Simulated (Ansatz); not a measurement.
# CaHI: settings compared (Ansatz)

input.yaml:

```yaml
crystal:
  lattice:
    - [4.038755, 0.0, 0.0]
    - [0.0, 4.038755, 0.0]
    - [0.0, 0.0, 8.870182]
  atoms:
    - { symbol: Ca, position: [0.0, 0.5, 0.16] }
    - { symbol: Ca, position: [0.5, 0.0, 0.84] }
    - { symbol: H, position: [0.0, 0.0, 0.0] }
    - { symbol: H, position: [0.5, 0.5, 0.0] }
    - { symbol: I, position: [0.0, 0.5, 0.675] }
    - { symbol: I, position: [0.5, 0.0, 0.325] }
  symmetry: { tolerance: 0.0003 }
kpoints:
  mp_grid: { grid: [5, 5, 2], shift: [0, 0, 0] }
magnetization:
  spin_polarized: false
scf:
  occupations: { method: fermi_dirac }
hamiltonian:
  pseudopotentials: { kind: paw }
  xc: r2scan
basis:
  ecutwfc: 500
output:
  forces: true
  stress: true
  eigenvalues: true
```

Launch command:

```bash
ansatz run input.yaml --threads 1 --pin off --max-ram 2560MiB --backend cpu --events-out ev --progress --plain --runs-dir out
```

Origin of the cell: a database entry, scaled a little.

The smearing width isn't typed, so it takes its default of 0.1 eV.

Output of this run (shortened):

```
Pseudopotentials: kind: paw
Pseudopotential: Ca, paw, valence charge 10, recommended cutoff 500 eV (meta_gga), Ca.paw.azcp
Pseudopotential: H, paw, valence charge 1, recommended cutoff 500 eV (meta_gga), H.paw.azcp
Pseudopotential: I, paw, valence charge 17, recommended cutoff 500 eV (meta_gga), I.paw.azcp
Functional definition: r2SCAN
  exchange = r2scan_x(k0 = k0, k1 = k1, a1 = a1)
  correlation = r2scan_c
Crystal: 6 atoms, lattice volume = 144.686 Å³
Basis set: ecut = 500 eV, 3705 PW (Γ), exchange–correlation on 120×120×288 points (64 copies of the dense FFT grid, shifted against one another)
Bands: 34, of which v1, the nominal top of the filled ones, is band 28 counted from 1 (27 counted from 0)
Symmetry: 16 space group operations
[… 10 lines left out …]
Initial density: superposition of atomic densities (neutral atoms: chi_scale 0, normalization atom), corrected by the library's trained network
Functional: x = r2scan, c = r2scan; τ floored in thin density (d = 2e-4 eV/Å³)
SCF iter   1: F=—  HF=-18738.744521 eV  Δρ=4.67e-3  dr2=3.83e-2  dr2_τ=7.20e-3
SCF iter   2: F=—  HF=-18738.826281 eV  Δρ=2.42e-3  dr2=1.11e-2  dr2_τ=1.99e-4  defer=6
SCF iter   3: F=—  HF=-18738.824401 eV  Δρ=5.24e-4  dr2=1.93e-4  dr2_τ=4.87e-5  defer=6
SCF iter   4: F=—  HF=-18738.824530 eV  Δρ=1.76e-4  dr2=3.71e-5  dr2_τ=2.34e-6  defer=6
SCF iter   5: F=—  HF=-18738.824543 eV  Δρ=3.82e-5  dr2=3.47e-6  dr2_τ=1.16e-7  defer=6
SCF iter   6: F=—  HF=-18738.824543 eV  Δρ=8.94e-6  dr2=1.01e-7  dr2_τ=6.06e-9  defer=6
SCF iter   7: F=-18738.824543 eV  HF=-18738.824543 eV  Δρ=2.27e-6  dr2=8.17e-9  dr2_τ=5.15e-10
SCF 1 converged in 7 iterations: F = -18738.824543 eV  dr2 = 8.17e-9
SCF converged after 7 iterations
Free energy (F): -18738.824543 eV
Harris-Foulkes:  -18738.824543 eV  (|F-HF|=2.66e-9)
Internal energy: -18738.824543 eV  (E = F + TS)
E sigma→0 (E₀):  -18738.824543 eV
Fermi energy:    6.988864 eV
--- Per-component energies (eV) ---
  E_band       = -1101.924456
  E_kinetic    = 958.777980
  E_local      = -5496.903668  (includes V_loc(G=0)·N_el)
  E_nonlocal   = -51.942424
  E_hartree    = 2560.697676
  E_xc         = -534.397306
  E_vxc        = -692.846428  (∫ρ·V_xc dr)
  E_paw        = -11406.929022  (= ΣΔE_a)
  E_vpaw       = -980.774534  (= ΣTr[D̂ρ^β])
  E_aug_tail   = -0.000844  (compensation charges beyond the density's cutoff)
  E_vtau       = 40.366543  (kinetic-family band-sum trace: ∫τ·v_τ [+ j·A + Jᵃ·Aᵃ] dr)
  E_ewald      = -4767.831710
  E_core_change = -0.295225  (= ΣΔE_core)
  E_smearing   = -0.000000  (= −TS)
  Σ components = -18738.824543   (vs F -18738.824543, Δ=0.00e0)
--- Forces (eV/Å), atoms counted from 1 ---
  atom   1  Ca     0.000000     0.000000    -0.943608
  atom   2  Ca     0.000000     0.000000     0.943608
  atom   3  H      0.000000     0.000000    -0.000000
  atom   4  H      0.000000     0.000000     0.000000
  atom   5  I      0.000000     0.000000    -0.104793
  atom   6  I      0.000000     0.000000     0.104793
  max |Σ_I F_I| component: 0.0 eV/Å
--- Stress (GPa, compression-positive) ---
       -0.359314       0.000000       0.000000
        0.000000      -0.359314       0.000000
        0.000000       0.000000      -1.223755
  P = ⅓ Tr σ = -0.6475 GPa (-6.475 kbar)
```

The same input was run again with these changes:

1. `kpoints.mp_grid.shift` [0, 0, 0] → [0.5, 0.5, 0.5]
2. `scf.n_extra_bands` default → 16
3. `scf.n_extra_bands` default → 32
4. `kpoints.mp_grid.grid` [5, 5, 2] → [1, 1, 1]; `scf.max_iter` default → 60

```csv
run,end,SCF iterations,P (GPa),max force component (eV/Å),gap on mesh (eV),moment (μB),ΔE(σ→0) (meV/atom)
base,converged,7,-0.65,0.944,3.77,–,0
1,converged,7,-0.68,0.946,4.20,–,-1.19
2,converged,6,-0.65,0.944,3.77,–,0.00
3,converged,7,-0.65,0.944,3.77,–,0.00
4,converged,8,8.51,1.343,4.00,–,977.48
```

Energies are compared only where functional, datasets, charge and starting cell are the same.

Not properties of the system: run 4 (one k-point for a small cell).

Caveats of the base run: no spin-orbit coupling, though heavy elements are present.

The base run took 11 s of wall time on 1 CPU thread(s) of a shared host, from the program's own first density.
